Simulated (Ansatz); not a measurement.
The relaxed structure here is a generated cell of TiTe2: the first start was made by placing the elements on the sites of a structure type, and the end was not matched to a known phase here, so it may be hypothetical. Known forms of TiTe2 include space group No. 164.

One starting cell of TiTe$_{2}$ (a generated cell, TiTe2 built in the anatase structure type) was relaxed twice with Ansatz (plane waves, PAW, scalar-relativistic): with r2SCAN at 500 eV and with PBE at 420 eV. The r2SCAN result:

```cif
data_Te4Ti2
_chemical_formula_sum 'Ti2 Te4'
_space_group_name_H-M_alt 'P 1'
_space_group_IT_number 1
_cell_length_a 6.84988
_cell_length_b 6.84988
_cell_length_c 6.84988
_cell_angle_alpha 132.574
_cell_angle_beta 132.574
_cell_angle_gamma 69.324
loop_
_space_group_symop_operation_xyz
  'x, y, z'
loop_
_atom_site_label
_atom_site_type_symbol
_atom_site_fract_x
_atom_site_fract_y
_atom_site_fract_z
_atom_site_occupancy
Ti1 Ti 0.50000 0.50000 0.00000 1
Ti2 Ti 0.25000 0.75000 0.50000 1
Te1 Te 0.25534 0.25534 0.00000 1
Te2 Te 0.00534 0.50534 0.50000 1
Te3 Te 0.49466 0.99466 0.50000 1
Te4 Te 0.74466 0.74466 0.00000 1
```

| quantity | r2SCAN | PBE |
|---|---|---|
| space group | I4₁/amd | I4₁/amd |
| volume (Å³/atom) | 28.50 | ___ |
| a (Å) | 5.509 | ___ |
| c (Å) | 11.268 | ___ |
| gap (eV, no spin-orbit coupling) | 0.00 | ___ |

**Question.** Fill in the PBE column.

**Answer.** 
- volume (Å³/atom), PBE: 28.08
- a (Å), PBE: 5.505
- c (Å), PBE: 11.118
- gap (eV, no spin-orbit coupling), PBE: 0.00

Both levels end in the same structure; PBE's volume is 1.5 % smaller. Neither column is exact.

No spin polarisation in the result.

The run could not lose the symmetry of its start, so the end can be a saddle point.

Ansatz is an electronic-structure program.
